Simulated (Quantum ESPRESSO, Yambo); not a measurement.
## CdI$_{2}$: DFT and GW levels

```
CdI2
1.0
    4.24206     0.00000     0.00000
   -2.12103     3.67373     0.00000
    0.00000     0.00000     6.81717
Cd I
1 2
Direct
  0.00000   0.00000   0.00000
  0.33333   0.66667   0.25359
  0.66667   0.33333   0.74641
```

Cell and atoms were relaxed with PBE+D3(BJ) from Materials Project entry mp-567259, within its symmetry.

Starting point: PBEsol (pw.x of Quantum ESPRESSO, ONCV potentials, with spin-orbit coupling). G0W0 in Yambo: 3×3×2 Γ-centred k mesh, bands 9 to 244 and a 6 Ry block in the screening, 244 bands in G with the Bruneval-Gonze terminator, plasmon pole fitted at 27.2 eV.

```
Property                                                                                           Result
------------------------------------------------------------------------------------------------  -------
PBEsol gap along the band path                                                                    1.93 eV
PBEsol gap between the mesh's edge points (A → Γ)                                                 1.99 eV
G0W0 gap between the same points                                                                  3.26 eV
PBEsol smallest direct gap on the mesh (at Γ)                                                     2.15 eV
G0W0 direct gap at that point                                                                     3.40 eV
estimate of the fundamental G0W0 gap (path gap plus the correction; the mesh misses a band edge)  3.20 eV
```

| k point | band | E PBEsol (eV) | E QP (eV) | shift (eV) | Z |
|---|---|---|---|---|---|
| Γ | VB−2 | -0.18 | -0.90 | -0.72 | 0.80 |
| Γ | VB−1 | -0.16 | -0.84 | -0.68 | 0.80 |
| Γ | VB | -0.16 | -0.84 | -0.68 | 0.80 |
| Γ | CB | 1.99 | 2.56 | 0.57 | 0.82 |
| Γ | CB+1 | 1.99 | 2.56 | 0.57 | 0.82 |
| A | VB | 0.00 | -0.70 | -0.70 | 0.80 |
| A | CB | 3.23 | 3.88 | 0.65 | 0.81 |
| K | VB | -1.42 | -2.21 | -0.79 | 0.79 |
| K | CB | 2.18 | 2.73 | 0.54 | 0.81 |
| H | VB | -0.48 | -1.19 | -0.71 | 0.80 |
| H | CB | 3.04 | 3.72 | 0.68 | 0.81 |

Energies count from the PBEsol valence-band maximum.

Nearest settings tried, and what they do to the gap: 96 bands in W, 96 bands in G: +118 meV; 5 Ry block (147 vectors against 197): -18 meV. Not varied: mesh. So the settings aren't converged at that level. The k mesh is coarse.
